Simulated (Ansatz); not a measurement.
A trial cell of NbSi2 was relaxed with r2SCAN (plane waves to 500 eV, PAW, scalar-relativistic; Ansatz, a program for electronic structure).

Before: Cmc2₁ (No. 36), oS12; a = 3.558 Å, b = 5.224 Å, c = 9.577 Å, α = β = γ = 90.00°.

After relaxation:

Simulated powder pattern, Co Kα, λ = 1.79026 Å (kinematic, ideal powder, no thermal factors, no anomalous dispersion; the 24 strongest lines at most, above 1 %, up to 2θ = 90°):

| 2θ (°) | I/Imax (%) |
|---|---|
| 22.50 | 29 |
| 34.21 | 11 |
| 36.11 | 100 |
| 41.34 | 45 |
| 45.93 | 11 |
| 49.03 | 78 |
| 58.50 | 22 |
| 61.26 | 42 |
| 66.12 | 9.9 |
| 69.44 | 8.8 |
| 71.65 | 7.6 |
| 72.07 | 1.3 |
| 73.21 | 13 |
| 76.60 | 7.5 |
| 79.84 | 13 |
| 81.85 | 1.8 |
| 82.15 | 18 |
| 89.81 | 7.2 |

Identify the relaxed structure from its pattern: crystal system, space group and cell.

Hexagonal, P6₃mc (No. 186), hP6; a = b = 3.514 Å, c = 9.176 Å, α = β = 90.00°, γ = 120.00°. Sites: Si 2b (0.333, 0.667, 0.019); Si 2a (0.000, 0.000, 0.155); Nb 2b (0.333, 0.667, 0.327).

Index the strongest lines.

22.50° (0002), 36.11° (1 0 -1 1), 41.34° (1 0 -1 2), 49.03° (1 0 -1 3), 61.26° (1 1 -2 0).

No spin polarisation in the result.

The run could not lose the symmetry of its start: the end is stationary, and may be a saddle point rather than a minimum.

The relaxed structure here is a generated cell of NbSi2: the first start was made by placing the elements on the sites of a structure type, and the end was not matched to a known phase here, so it may be hypothetical. Known forms of NbSi2 include space group No. 180.
